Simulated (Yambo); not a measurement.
Yambo run on WS2 (space group P6_3/mmc, No. 194). The wavefunctions come from this Quantum ESPRESSO step (PBE, PseudoDojo standard norm-conserving files, scalar-relativistic):

```
&CONTROL
  calculation = 'nscf'
  pseudo_dir = './pseudo'
  outdir = './out'
/
&SYSTEM
  ibrav = 0
  nat = 6
  ntyp = 2
  ecutwfc = 74.0
  ecutrho = 296.0
  occupations = 'fixed'
  force_symmorphic = .true.
  nbnd = 93
/
&ELECTRONS
  conv_thr = 6.000000000000001e-09
  diago_full_acc = .true.
  diago_thr_init = 1e-08
/
ATOMIC_SPECIES
S 32.0600 S.upf
W 183.8400 W.upf
CELL_PARAMETERS angstrom
  3.153822417994   0.000000000000   0.000000000000
 -1.576911208997   2.731290333008   0.000000000000
  0.000000000000   0.000000000000  12.138342590000
ATOMIC_POSITIONS crystal
S   0.333333333000   0.666666667000   0.620237327700
S   0.666666666333   0.333333333667   0.379762672300
S   0.666666666333   0.333333333667   0.120237327700
S   0.333333333000   0.666666667000   0.879762672300
W   0.333333333000   0.666666667000   0.250000000000
W   0.666666666333   0.333333333667   0.750000000000
K_POINTS automatic
6 6 1 0 0 0
```

Yambo input:

```
rim_cut
gw0
dyson
el_el_corr
HF_and_locXC
ppa
em1d
RandQpts= 1000000
RandGvec= 1 Ry
EXXRLvcs= 74 Ry
VXCRLvcs= 296 Ry
Chimod= "HARTREE"
% BndsRnXp
 3 | 92 |
%
NGsBlkXp= 6 Ry
% LongDrXp
 1.0 | 1.0 | 1.0 |
%
PPAPntXp= 27.2114 eV
% GbndRnge
 1 | 92 |
%
GTermKind= "BG"
DysSolver= "n"
ExtendOut
% QPkrange
 1 | 1 | 26 | 27 |
 4 | 4 | 26 | 27 |
 5 | 5 | 26 | 27 |
 7 | 7 | 26 | 27 |
%
```

k points by index: 1 = Γ, 4 = M, 5 = (0.167, 0.167, 0), 7 = K.

The o-*.qp file then holds:

```
#    K-point    Band    Eo [eV]    E [eV]    E-Eo [eV]    Vxc [eV]    Vnlxc [eV]    Sc|Eo [eV]    Sc|E [eV]    dSc/dw|Eo [eV]    Re(Z)    Im(Z)
#
    1    26    0.000000    0.261686    0.261686    -15.61420    -15.96631    0.680383    0.613803    -6.924198    0.797154    -0.001255
    1    27    2.249951    2.956648    0.706698    -15.24114    -10.62669    -3.729554    -3.907753    -6.860578    0.798642    -0.001305
    4    26    -1.563981    -1.520266    0.043715    -14.18196    -15.70598    1.578739    1.567742    -6.855212    0.798768    -0.001229
    4    27    2.274892    3.253360    0.978468    -17.58497    -12.12857    -4.222244    -4.477927    -7.109547    0.792848    -0.001604
    5    26    -1.547700    -1.331762    0.215938    -15.26689    -16.43755    1.442601    1.386596    -7.059363    0.794010    -0.001276
    5    27    0.891908    1.466419    0.574511    -14.26618    -10.24151    -3.310153    -3.450159    -6.630372    0.804075    -0.001229
    7    26    -0.566607    -0.295707    0.270900    -15.43522    -15.83557    0.739736    0.671247    -6.880434    0.798177    -0.001261
    7    27    1.264751    2.075332    0.810582    -16.36490    -12.00530    -3.347543    -3.549019    -6.762856    0.800940    -0.001263
```
(The two width columns are left out.) Convergence of these settings isn't established.

Spin-orbit coupling is not included.

Geometry relaxed with PBE+D3(BJ).
